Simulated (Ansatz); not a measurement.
MgO:
```xyz
4
Lattice="3.4939 0.0000 0.0000 -1.7470 3.0258 0.0000 0.0000 0.0000 4.1940" Properties=species:S:1:pos:R:3 pbc="T T T"
Mg     1.7470     1.0086     3.1455
Mg     0.0000     2.0172     1.0485
O      1.7470     1.0086     1.0485
O      0.0000     2.0172     3.1455
```

x, y and z are the axes in which the lattice vectors are written.

### Question
Give the high-frequency dielectric tensor and the Born effective charge tensors of the independent atoms from DFPT, DFT-PBEsol in the program Ansatz with PAW potentials.

### Answer

ε∞:
```
3.05  0.00  0.00
0.00  3.05  0.00
0.00  0.00  3.07
```
Z* of atom 1 (Mg), rows: field, columns: displacement, in e:
```
1.77  0.00  0.00
0.00  1.77  0.00
0.00  0.00  2.01
```
Z* of atom 3 (O), rows: field, columns: displacement, in e:
```
-1.77   0.00   0.00
 0.00  -1.77   0.00
 0.00   0.00  -2.01
```

Space group P6_3/mmc. The first step of the workflow began from a Materials Project structure, measured or hypothetical; the Crystallography Open Database copy checked does not list it. It is not the phase usual at ambient conditions (space group No. 225). The PBEsol relaxation kept the symmetry of its start; whether a distortion lowers the energy is not shown.

Potentials: the later of the program's two PAW sets.
